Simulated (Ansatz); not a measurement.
CdF₂ (fluorite), relaxed with HSE06 (Ansatz, a first-principles code, plane waves, PAW): a = b = c = 5.418 Å, α = β = γ = 90.00°.

```
Item                  Result
--------------------  ------
gap (eV)                5.14
B₀ by P(V) fit (GPa)     103
```

Question: The same phase is relaxed and computed with PBE in the same code. What are the cell and these values now?

Answer: a = 5.4815 Å, b = 5.4815 Å, c = 5.4815 Å, α = 90.00°, β = 90.00°, γ = 90.00°.

- gap (eV) = 2.92
- B₀ by P(V) fit (GPa) = 93.4

All cells were relaxed under the symmetry of their starts (and spin orders); stability against distortions was not tested throughout. Spin–orbit coupling is left out wherever it is not named.

Potentials: the later of the program's two PAW sets.

Ansatz is a plane-wave DFT program.
